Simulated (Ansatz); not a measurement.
Values for one crystal, relaxed and computed with plane-wave PAW PBEsol (Ansatz code); other levels are named.

* **Volume per atom**: 14.88 Å³
* **Electronic character**: metallic (no gap)
* **Hill bulk and shear moduli**: 304 and 157 GPa
* **Bulk modulus (Birch–Murnaghan fit)**: 3040 kbar
* **Debye temperature from the elastic constants**: 419 K
* **Mechanical stability**: stable (all eigenvalues of C positive)
* **Elastic constants (relaxed ions, GPa)**: C11 = 595, C22 = 559, C33 = 525, C12 = 165, C13 = 183, C23 = 182, C44 = 142, C55 = 138, C66 = 133

### Question
Which of these materials gives this?
A) MoPt, Pmma (Mo on 2e, Pt on 2f)
B) In2Pt, fluorite or antifluorite type
C) GaFe3, Cu3Au type
D) Pt3Pb, Cu3Au type

### Answer
A, MoPt, Pmma (Mo on 2e, Pt on 2f)

The workflow started from a Materials Project entry (that database holds measured and hypothetical structures alike); the Crystallography Open Database copy checked does not list it. With Mo and Pt taken as one species the cell has the higher symmetry P6_3/mmc, so it may be an ordered model of a mixed-site phase. Its standing as an ambient phase is unchecked. Symmetry was held in the PBEsol relaxation; its stability against distortions is not shown here. No spin polarisation was allowed. As this level gives no gap, shear constants depend on the k-mesh and smearing (Fermi–Dirac, 0.1 eV here). On the denser mesh and wider smearing of the elastic run this cell carries a stress of 0.4 GPa. Spin–orbit coupling is left out wherever it is not named.

Potentials: the later of the program's two PAW sets.
